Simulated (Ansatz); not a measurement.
PbS:
```
CELL_PARAMETERS angstrom
      0.00000     2.98714     2.98714
      2.98714     0.00000     2.98714
      2.98714     2.98714     0.00000
ATOMIC_POSITIONS crystal
  Pb 0.00000 0.00000 0.00000
  S  0.50000 0.50000 0.50000
```

r²SCAN in the plane-wave PAW code Ansatz gives a gap of 0.69 eV without spin–orbit coupling, maximum at L, minimum at L.

Q: What happens when spin–orbit coupling is switched on?

A: The gap falls by 0.49 eV, to 0.20 eV; maximum at L, minimum at L.

Q: Give the electron effective mass with spin–orbit coupling.

A: 0.062, 0.062, 0.088 mₑ (principal values).

Q: Give the hole effective mass with spin–orbit coupling.

A: 0.060, 0.060, 0.094 mₑ (principal values).

Space group Fm-3m (rock salt). The cell was relaxed with r²SCAN under the symmetry of its start.

Potentials: the later of the program's two PAW sets.
